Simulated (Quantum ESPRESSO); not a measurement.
## Zr3GaO7F (one run as intended and one with a planted mistake)

A calculation, not a measurement. The program is pw.x of Quantum ESPRESSO 7.5 (plane-wave density functional theory). The cell is made up: 12 atoms on a fluorite lattice, with randomly drawn elements, strain and displacements, not relaxed. PseudoDojo standard norm-conserving files (v0.5 for PBE, v0.4.1 for LDA and PBEsol) set the functional; there is no spin polarisation, spin-orbit coupling or dispersion term, and the masses in the input are unused placeholders.

Intended input:

```
&control calculation='scf', pseudo_dir='./dojo.nc.sr.pbe.v0_5.standard.upf', outdir='./o', disk_io='medium', tprnfor=.true., tstress=.true. /
&system ibrav=0, nat=12, ntyp=4, nbnd=55, ecutwfc=84.00895049, nosym=.true., tot_charge=0,
 occupations='smearing', smearing='fd', degauss=0.0018374661
/
&electrons conv_thr=7.350e-09, electron_maxstep=60, /
ATOMIC_SPECIES
F 1.0 F.upf
Ga 1.0 Ga.upf
O 1.0 O.upf
Zr 1.0 Zr.upf
CELL_PARAMETERS angstrom
5.0792 0.0719 0.031
0.0719 5.1411 0.0367
0.031 0.0367 5.0356
ATOMIC_POSITIONS angstrom
Zr -0.1982 -0.0455 -0.0535
Zr -0.0064 2.6244 2.4783
Zr 2.6259 0.114 2.3995
Ga 2.6977 2.718 0.0546
O 1.3695 1.4665 1.4635
F 1.2142 1.46 3.7112
O 1.1983 3.932 1.2735
O 1.4187 4.0079 3.8641
O 3.9452 1.4344 1.225
O 3.802 1.5032 3.7701
O 3.8142 3.9705 1.3428
O 4.0122 3.9047 3.8638
K_POINTS automatic
4 4 4 1 1 1
```

The log is shortened where brackets say so; the opening notice, blank lines, dates and the lines on written files are dropped, and the path of the files is cut. It prints rydbergs, bohrs and kilobars, and counts compression as positive stress. Where no state is partly filled, the Fermi energy that it prints is only some level between the filled and the empty states on the mesh, and need not lie in the true gap.

Log of the intended run:

```
     Program PWSCF v.7.5
     Parallel version (MPI & OpenMP), running on       1 processor cores
     Number of MPI processes:                 1
     Threads/MPI process:                     1
     [start-up lines left out]
     bravais-lattice index     =            0
     lattice parameter (alat)  =       9.5994  a.u.
     unit-cell volume          =     887.1046 (a.u.)^3
     number of atoms/cell      =           12
     number of atomic types    =            4
     number of electrons       =        98.00
     number of Kohn-Sham states=           55
     kinetic-energy cutoff     =      84.0090  Ry
     charge density cutoff     =     336.0358  Ry
     scf convergence threshold =      7.3E-09
     mixing beta               =       0.7000
     number of iterations used =            8  plain     mixing
     Exchange-correlation= PBE
                           (   1   4   3   4   0   0   0)
     [axes and pseudopotential details left out]
   Cartesian axes
     site n.     atom                  positions (alat units)
         1        Zr     tau(   1) = (  -0.0390173  -0.0089570  -0.0105319  )
         2        Zr     tau(   2) = (  -0.0012599   0.5166342   0.4878732  )
         3        Zr     tau(   3) = (   0.5169294   0.0224418   0.4723608  )
         4        Ga     tau(   4) = (   0.5310639   0.5350601   0.0107484  )
         5        O      tau(   5) = (   0.2695970   0.2886923   0.2881017  )
         6        F      tau(   6) = (   0.2390250   0.2874127   0.7305794  )
         7        O      tau(   7) = (   0.2358950   0.7740457   0.2506987  )
         8        O      tau(   8) = (   0.2792825   0.7889872   0.7606790  )
         9        O      tau(   9) = (   0.7766442   0.2823731   0.2411511  )
        10        O      tau(  10) = (   0.7484542   0.2959170   0.7421744  )
        11        O      tau(  11) = (   0.7508558   0.7816247   0.2643409  )
        12        O      tau(  12) = (   0.7898337   0.7686715   0.7606200  )
     number of k points=    32  Fermi-Dirac smearing, width (Ry)=  0.0018
                       cart. coord. in units 2pi/alat
        k(    1) = (   0.1225437   0.1209074   0.1244617), wk =   0.0625000
        k(    2) = (   0.1210295   0.1191281   0.3766785), wk =   0.0625000
     [further k points left out]
     Dense  grid:    92225 G-vectors     FFT dimensions: (  60,  60,  60)
     Estimated max dynamical RAM per process >     147.59 MB
     Initial potential from superposition of free atoms
     starting charge      97.9902, renormalised to      98.0000
     Starting wfcs are   71 randomized atomic wfcs
     total cpu time spent up to now is       19.9 secs
     per-process dynamical memory:    91.8 Mb
     Self-consistent Calculation
     iteration #  1     ecut=    84.01 Ry     beta= 0.70
     Davidson diagonalization with overlap
     ethr =  1.00E-02,  avg # of iterations =  2.0
     total cpu time spent up to now is       56.9 secs
     total energy              =    -736.67510509 Ry
     estimated scf accuracy    <       4.15485771 Ry
     iteration #  2     ecut=    84.01 Ry     beta= 0.70
     Davidson diagonalization with overlap
     ethr =  4.24E-03,  avg # of iterations =  6.4
     total cpu time spent up to now is       98.1 secs
     total energy              =    -735.79988908 Ry
     estimated scf accuracy    <      12.92126559 Ry
     [iterations 3 to 13 left out]
     iteration # 14     ecut=    84.01 Ry     beta= 0.70
     Davidson diagonalization with overlap
     ethr =  1.52E-10,  avg # of iterations =  2.1
     total cpu time spent up to now is      565.9 secs
     total energy              =    -738.71578029 Ry
     estimated scf accuracy    <       0.00000002 Ry
     iteration # 15     ecut=    84.01 Ry     beta= 0.70
     Davidson diagonalization with overlap
     ethr =  1.56E-11,  avg # of iterations =  4.2
     total cpu time spent up to now is      608.8 secs
     End of self-consistent calculation
     [lines on levels left out]
     the Fermi energy is    12.1745 ev
!    total energy              =    -738.71578030 Ry
     estimated scf accuracy    <          5.2E-09 Ry
     smearing contrib. (-TS)   =      -0.00000000 Ry
     internal energy E=F+TS    =    -738.71578030 Ry
     The total energy is F=E-TS. E is the sum of the following terms:
     one-electron contribution =    -150.41695199 Ry
     hartree contribution      =     144.71581124 Ry
     xc contribution           =    -172.35840831 Ry
     ewald contribution        =    -560.65623123 Ry
     convergence has been achieved in  15 iterations
     Forces acting on atoms (cartesian axes, Ry/au):
     atom    1 type  4   force =     0.10223570   -0.02578421    0.00686349
     atom    2 type  4   force =     0.04705722    0.04658427   -0.02702758
     atom    3 type  4   force =    -0.08426770   -0.00666501    0.03875005
     atom    4 type  2   force =    -0.03727033    0.02356766   -0.00074205
     atom    5 type  3   force =     0.05495501   -0.03609891   -0.08205783
     atom    6 type  1   force =     0.00717312   -0.03804113    0.08629633
     atom    7 type  3   force =     0.02012420    0.04081291    0.01024142
     atom    8 type  3   force =     0.04472786    0.00268996   -0.01760296
     atom    9 type  3   force =    -0.02694986   -0.00788711   -0.00187525
     atom   10 type  3   force =    -0.05355120   -0.05280501    0.00638121
     atom   11 type  3   force =    -0.03288843    0.00466862   -0.02733292
     atom   12 type  3   force =    -0.04134560    0.04895797    0.00810608
     Total force =     0.252741     Total SCF correction =     0.000242
     Computing stress (Cartesian axis) and pressure
          total   stress  (Ry/bohr**3)                   (kbar)     P=       65.27
   0.00044915  -0.00012062  -0.00010949           66.07      -17.74      -16.11
  -0.00012062   0.00008237   0.00013468          -17.74       12.12       19.81
  -0.00010949   0.00013468   0.00079962          -16.11       19.81      117.63
     init_run     :     17.68s CPU     19.72s WALL (       1 calls)
     electrons    :    550.77s CPU    588.91s WALL (       1 calls)
     forces       :      6.44s CPU      6.56s WALL (       1 calls)
     stress       :     26.05s CPU     26.14s WALL (       1 calls)
     [timing details left out]
     PWSCF        :  10m 1.24s CPU  10m41.88s WALL
     JOB DONE.
```

A second run has one planted mistake: the self-consistency threshold is too loose. The input lines that differ, file-writing options aside:

```
- &electrons conv_thr=7.350e-09, electron_maxstep=60, /
+ &electrons conv_thr=5.145e-03, electron_maxstep=60, /
```

Its log:

```
     Program PWSCF v.7.5
     Parallel version (MPI & OpenMP), running on       1 processor cores
     Number of MPI processes:                 1
     Threads/MPI process:                     1
     [start-up lines left out]
     bravais-lattice index     =            0
     lattice parameter (alat)  =       9.5994  a.u.
     unit-cell volume          =     887.1046 (a.u.)^3
     number of atoms/cell      =           12
     number of atomic types    =            4
     number of electrons       =        98.00
     number of Kohn-Sham states=           55
     kinetic-energy cutoff     =      84.0090  Ry
     charge density cutoff     =     336.0358  Ry
     scf convergence threshold =      5.1E-03
     mixing beta               =       0.7000
     number of iterations used =            8  plain     mixing
     Exchange-correlation= PBE
                           (   1   4   3   4   0   0   0)
     [axes and pseudopotential details left out]
   Cartesian axes
     site n.     atom                  positions (alat units)
         1        Zr     tau(   1) = (  -0.0390173  -0.0089570  -0.0105319  )
         2        Zr     tau(   2) = (  -0.0012599   0.5166342   0.4878732  )
         3        Zr     tau(   3) = (   0.5169294   0.0224418   0.4723608  )
         4        Ga     tau(   4) = (   0.5310639   0.5350601   0.0107484  )
         5        O      tau(   5) = (   0.2695970   0.2886923   0.2881017  )
         6        F      tau(   6) = (   0.2390250   0.2874127   0.7305794  )
         7        O      tau(   7) = (   0.2358950   0.7740457   0.2506987  )
         8        O      tau(   8) = (   0.2792825   0.7889872   0.7606790  )
         9        O      tau(   9) = (   0.7766442   0.2823731   0.2411511  )
        10        O      tau(  10) = (   0.7484542   0.2959170   0.7421744  )
        11        O      tau(  11) = (   0.7508558   0.7816247   0.2643409  )
        12        O      tau(  12) = (   0.7898337   0.7686715   0.7606200  )
     number of k points=    32  Fermi-Dirac smearing, width (Ry)=  0.0018
                       cart. coord. in units 2pi/alat
        k(    1) = (   0.1225437   0.1209074   0.1244617), wk =   0.0625000
        k(    2) = (   0.1210295   0.1191281   0.3766785), wk =   0.0625000
     [further k points left out]
     Dense  grid:    92225 G-vectors     FFT dimensions: (  60,  60,  60)
     Estimated max dynamical RAM per process >     147.59 MB
     Initial potential from superposition of free atoms
     starting charge      97.9902, renormalised to      98.0000
     Starting wfcs are   71 randomized atomic wfcs
     total cpu time spent up to now is       24.6 secs
     per-process dynamical memory:    91.8 Mb
     Self-consistent Calculation
     iteration #  1     ecut=    84.01 Ry     beta= 0.70
     Davidson diagonalization with overlap
     ethr =  1.00E-02,  avg # of iterations =  2.0
     total cpu time spent up to now is       63.5 secs
     total energy              =    -736.67510509 Ry
     estimated scf accuracy    <       4.15485771 Ry
     iteration #  2     ecut=    84.01 Ry     beta= 0.70
     Davidson diagonalization with overlap
     ethr =  4.24E-03,  avg # of iterations =  6.4
     total cpu time spent up to now is      122.6 secs
     total energy              =    -735.79988908 Ry
     estimated scf accuracy    <      12.92126559 Ry
     [iterations 3 to 4 left out]
     iteration #  5     ecut=    84.01 Ry     beta= 0.70
     Davidson diagonalization with overlap
     ethr =  1.82E-04,  avg # of iterations =  2.5
     total cpu time spent up to now is      258.8 secs
     total energy              =    -738.69991595 Ry
     estimated scf accuracy    <       0.05513604 Ry
     iteration #  6     ecut=    84.01 Ry     beta= 0.70
     Davidson diagonalization with overlap
     ethr =  5.63E-05,  avg # of iterations =  7.3
     total cpu time spent up to now is      314.5 secs
     End of self-consistent calculation
     [lines on levels left out]
     the Fermi energy is    12.2674 ev
!    total energy              =    -738.71269490 Ry
     estimated scf accuracy    <       0.00459440 Ry
     smearing contrib. (-TS)   =      -0.00000000 Ry
     internal energy E=F+TS    =    -738.71269490 Ry
     The total energy is F=E-TS. E is the sum of the following terms:
     one-electron contribution =    -150.38919261 Ry
     hartree contribution      =     144.66423602 Ry
     xc contribution           =    -172.33150708 Ry
     ewald contribution        =    -560.65623123 Ry
     convergence has been achieved in   6 iterations
     Forces acting on atoms (cartesian axes, Ry/au):
     atom    1 type  4   force =     0.10627654   -0.03038860    0.00761931
     atom    2 type  4   force =     0.05081306    0.04895116   -0.02787574
     atom    3 type  4   force =    -0.08881586   -0.01044570    0.03693953
     atom    4 type  2   force =    -0.04908842    0.03042936    0.00148501
     atom    5 type  3   force =     0.05627815   -0.03660793   -0.08196712
     atom    6 type  1   force =     0.00779919   -0.03837798    0.08528351
     atom    7 type  3   force =     0.02054632    0.04191081    0.01036060
     atom    8 type  3   force =     0.04687320    0.00273189   -0.01696684
     atom    9 type  3   force =    -0.02619499   -0.00695444   -0.00215495
     atom   10 type  3   force =    -0.05215268   -0.05224245    0.00633111
     atom   11 type  3   force =    -0.03136298    0.00299018   -0.02764543
     atom   12 type  3   force =    -0.04097153    0.04800369    0.00859103
     Total force =     0.259971     Total SCF correction =     0.191691
     SCF correction compared to forces is large: reduce conv_thr to get better values
     Computing stress (Cartesian axis) and pressure
          total   stress  (Ry/bohr**3)                   (kbar)     P=       62.36
   0.00046203  -0.00013091  -0.00011383           67.97      -19.26      -16.74
  -0.00013091   0.00004269   0.00013777          -19.26        6.28       20.27
  -0.00011383   0.00013777   0.00076704          -16.74       20.27      112.84
     init_run     :     23.31s CPU     24.41s WALL (       1 calls)
     electrons    :    277.73s CPU    289.89s WALL (       1 calls)
     forces       :     10.47s CPU     10.58s WALL (       1 calls)
     stress       :     36.08s CPU     36.19s WALL (       1 calls)
     [timing details left out]
     PWSCF        :   5m47.89s CPU   6m 2.28s WALL
     JOB DONE.
```

```
                                            intended run  run with the mistake
                          free energy (eV)    -10050.740            -10050.698
                    smearing term -TS (eV)        0.0000                0.0000
                            pressure (GPa)          6.53                  6.24
            largest force component (eV/Å)         2.629                 2.732
largest change of a force component (eV/Å)                               0.304
                                iterations            15                     6
```

For scale, a rerun of the intended cell at a cutoff of 1467 eV and k mesh 6 x 6 x 6 moved values by no more than 0.002 eV in energy, 0.05 GPa in stress and 0.006 eV/Å in force.